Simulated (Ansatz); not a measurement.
Put Mg3Te in P6/mmm (No. 191): Mg on 4h, 1a and 1b; Te on 2e.

Level of theory: DFT PBE, scalar-relativistic, plane waves, PAW (Ansatz). Cutoff 420 eV, Γ-centred mesh, Gaussian smearing, no spin polarisation.

Energies over the elements count from the elements' standard structures at the same level, with no fitted energy shifts.

Q: Which cell and coordinates does it relax to?

A:

Space group P6/mmm (No. 191). a = 4.992 Å, b = 4.992 Å, c = 12.309 Å, α = 90.00°, β = 90.00°, γ = 120.00°
```json
{"atom": "Mg", "site": "4h", "symmetry": "3m.", "x": "0.3333", "y": "0.6667", "z": "0.1272"}
{"atom": "Mg", "site": "1a", "symmetry": "6/mmm", "x": "0.0000", "y": "0.0000", "z": "0.0000"}
{"atom": "Mg", "site": "1b", "symmetry": "6/mmm", "x": "0.0000", "y": "0.0000", "z": "0.5000"}
{"atom": "Te", "site": "2e", "symmetry": "6mm", "x": "0.0000", "y": "0.0000", "z": "0.2808"}
```

Around Mg on a site of symmetry 3m lie 3 Mg at 2.88 Å, 4 Mg at 3.13–3.28 Å and 3 Te at 3.45 Å; around Mg on a site of symmetry 6/mmm lie 12 Mg at 3.28 Å and 2 Te at 3.46 Å; around Mg on a second site of symmetry 6/mmm lie 2 Te at 2.70 Å, 6 Mg at 4.99 Å and 12 Mg at 5.42 Å; Te is surrounded by 1 Mg at 2.70 Å and 7 Mg at 3.45–3.46 Å. Another local minimum with the same sites may exist.

Q: Where does its energy lie, and is it a metal?

A: The formation energy is +0.04 eV/atom and the gap on the 12×12×4 mesh of the 8-atom cell is 0 eV (a metal). The separate elements lie lower, so it is unstable against them.

The last run used Gaussian smearing of 0.10 eV. For metals, differences of a few meV/atom aren't resolved. Spin–orbit coupling, which can matter for Te, is left out. The reference form of Te is held partly by dispersion forces, which this level lacks. Symmetry constrained the relaxation, so the result can be a saddle point. Another cell of Mg3Te relaxed alike, in P4/mmm, lies 188 meV/atom lower, so this cell isn't the stable form at this level.
